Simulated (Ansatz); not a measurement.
# Ru2F: rattling a relaxed structure

It was reached by relaxing an invented guess, and it needn't be the stable form of this composition.

Computed with DFT PBE, scalar-relativistic, plane waves, PAW (Ansatz). Cutoff 420 eV; k points 12×12×16 on the computed 3-atom cell (Γ-centred); Gaussian smearing, width 0.10 eV; no spin polarisation.

The cell below (3 atoms, space group P-3m1 (No. 164)) is relaxed within its symmetry.

```cif
data_structure
_symmetry_space_group_name_H-M 'P 1'
_symmetry_Int_Tables_number 1
_cell_length_a 3.9225
_cell_length_b 3.9225
_cell_length_c 2.8159
_cell_angle_alpha 90.000
_cell_angle_beta 90.000
_cell_angle_gamma 120.000
_cell_volume 37.52
loop_
_atom_site_label
_atom_site_type_symbol
_atom_site_fract_x
_atom_site_fract_y
_atom_site_fract_z
_atom_site_occupancy
Ru1 Ru 0.33333 0.66667 0.18976 1
Ru2 Ru 0.66667 0.33333 0.81024 1
F1 F 0.00000 0.00000 0.50000 1
```

For the test a repeat of it with 6 atoms (edges 2.82, 3.92, 6.79 Å) was strained at random (σ = 1.5 % a component), the atoms were moved at random (σ = 0.15 Å), and all was relaxed again on a coarse 8×6×4 mesh (in the run’s order of axes) with 0.20 eV smearing, with no symmetry imposed.

An odd number of electrons in the primitive cell allows no gap without spin; a larger cell or a magnetic state could open one.

Problem. Is the structure stable against such a distortion?

Solution. It returns, within 1 meV/atom of the unmoved cell on that mesh and with the same symmetry when read at 0.1 Å (C2/m at 0.01 Å, so small strains and shifts remain). No instability shows in this cell; modes of other wave vectors, which need another repeat, aren't tested. Another cell of Ru2F relaxed alike, in P2_1/m, lies 170 meV/atom lower, so this cell isn't the stable form at this level.
